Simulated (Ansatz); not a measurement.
**Ag₂Bi₂S: relaxation (Ansatz)**

Launch command:

```bash
ansatz run input.yaml --threads 2 --pin off --max-ram 2560MiB --backend cpu --events-out ev --progress --plain --runs-dir out
```

input.yaml:

```yaml
crystal:
  lattice:
    - [0.0, -2.083023, 3.500885]
    - [0.852882, -1.900416, -3.500885]
    - [9.728867, 0.0, 0.0]
  atoms:
    - { symbol: Bi, position: [0.608, 0.216, 0.176] }
    - { symbol: Bi, position: [0.392, 0.784, 0.824] }
    - { symbol: Ag, position: [0.212, 0.424, 0.364] }
    - { symbol: Ag, position: [0.788, 0.576, 0.636] }
    - { symbol: S, position: [0.0, 0.0, 0.0] }
  symmetry: { tolerance: 0.0003 }
kpoints:
  mp_grid: { grid: [6, 6, 6], shift: [0, 0, 0] }
magnetization:
  spin_polarized: false
scf:
  occupations: { method: fermi_dirac }
  lower_state_search: "off"
hamiltonian:
  pseudopotentials: { kind: paw }
  xc: pbe
basis:
  ecutwfc: 420
  fft_grid_basis: typed
relax:
  max_steps: 60
output:
  forces: true
  stress: true
  eigenvalues: true
  bader: true
  populations: true
  elf: true
  write_potential: true
  volumetric_format: npy
  dos:
    e_range: [-12, 8]
    de: 0.05
    projected: { site_lists: { Ag: [Ag], Bi: [Bi], S: [S] } }
checkpoint:
  read: saved_state
```

Origin of the cell: a known structure type with other elements, at an estimated volume, so it need not be a known compound.

The smearing width isn't typed, so it takes its default of 0.1 eV.

The saved state is a converged single point of the same cell.

Steps:

| step | ΔF (meV/atom) | max force component (eV/Å) | SCF iterations | step was |
| --- | --- | --- | --- | --- |
| 1 | 0.0 | 0.822 | 8 | accepted |
| 2 | -82.3 | 0.717 | 6 | accepted |
| 3 | -128.0 | 0.337 | 6 | accepted |
| 4 | -134.6 | 0.116 | 5 | accepted |
| 5 | -135.3 | 0.019 | 6 | accepted |
| 6 | -135.3 | 0.003 | 6 | accepted |

Before:

Space group R-3m (No. 166); the run's cell has a = 4.074 Å, b = 4.074 Å, c = 9.729 Å, α = 77.92°, β = 90.00°, γ = 120.00°. Shortest distances: Bi–S 2.88 Å, Ag–Bi 2.95 Å, Ag–Ag 3.48 Å.

The relaxed structure.

Space group R-3m (No. 166); the run's cell has a = 4.074 Å, b = 4.074 Å, c = 9.729 Å, α = 77.92°, β = 90.00°, γ = 120.00°. Shortest distances: Ag–Ag 2.87 Å, Ag–Bi 3.04 Å, Bi–S 3.07 Å.

```yaml
crystal:
  lattice:
    - [0.00000, -2.08302, 3.50089]
    - [0.85288, -1.90042, -3.50089]
    - [9.72887, 0.00000, 0.00000]
  atoms:
    - { symbol: Bi, position: [0.59699, 0.19398, 0.20904] }
    - { symbol: Bi, position: [0.40301, 0.80602, 0.79096] }
    - { symbol: Ag, position: [0.19565, 0.39129, 0.41306] }
    - { symbol: Ag, position: [0.80435, 0.60871, 0.58694] }
    - { symbol: S, position: [0.00000, 0.00000, 0.00000] }
```

```yaml
Free_energy_lowered_by: 135.3 meV/atom
Final_pressure: -4.39 GPa
Relaxation_steps_listed: 6
```

Caveats: no spin-orbit coupling, though heavy elements are present; the SCF threshold is looser than advised for a stress; the k mesh is coarse if the cell is a metal; the relaxation held the start's symmetry, so the end may be a saddle point.

Time: 78 s on 2 threads of Arm Neoverse N1, on a shared host, peak memory 0.52 GiB, from a saved density.
